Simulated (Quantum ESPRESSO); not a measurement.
**Kohn-Sham bands of SnS$_{2}$ (P6₃mc)**

```xyz
6
Lattice="3.6758 0.0000 0.0000 -1.8379 3.1834 0.0000 0.0000 0.0000 12.3390" Properties=species:S:1:pos:R:3 pbc="T T T"
Sn     1.8379    -1.0611    -4.6270
Sn    -1.8379     1.0611     1.5425
S     -1.8379     1.0611    -3.1662
S      1.8379    -1.0611     3.0033
S      0.0000     0.0000     0.0813
S      0.0000     0.0000    -6.0882
```

Cell from Materials Project (mp-9984), symmetrised, no further relaxation. Not found in the COD (Crystallography Open Database) copy used, which has the formula in other groups; not checked further. Level: PBEsol, spinors with spin-orbit coupling; pw.x of Quantum ESPRESSO at 58 Ry with PseudoDojo potentials, 4×4×4 k-points, Wannier90. Density: 12×12×4 mesh, cold smearing 0.01 Ry. The cell is built of weakly bound layers, chains or molecules, whose nearest atoms lie 3.88 Å apart. Database cells relaxed without dispersion often hold them too far apart, which can enlarge gaps and weakens couplings between them; spacing and stacking were not compared with the measured crystal.

Energies are relative to the valence-band maximum; weights are on the orthonormalised atomic waves of the pseudopotential files, averaged over the group. 52 electrons a cell are treated as valence.

| bands | from (eV) | to (eV) | filling | weight on atomic waves |
|---|---|---|---|---|
| 1–8 | -21.34 | -21.30 | filled | ? |
| 9–20 | -20.33 | -20.23 | filled | ? |
| 21–28 | -13.57 | -10.92 | filled | ? |
| 29–52 | -7.05 | 0.00 | filled | ? |
| 53–56 | 1.32 | 3.02 | empty | ? |

Which atomic shells make up each group?


- 1–8, weight on atomic waves: Sn 4d 99 %
- 9–20, weight on atomic waves: Sn 4d 99 %
- 21–28, weight on atomic waves: S 3s 74 %, Sn 5p 16 %, Sn 5s 7 %
- 29–52, weight on atomic waves: S 3p 75 %, Sn 5p 12 %, Sn 5s 8 %
- 53–56, weight on atomic waves: S 3p 53 %, Sn 5s 37 %

The Kohn-Sham gap over both meshes and the path is 1.32 eV.
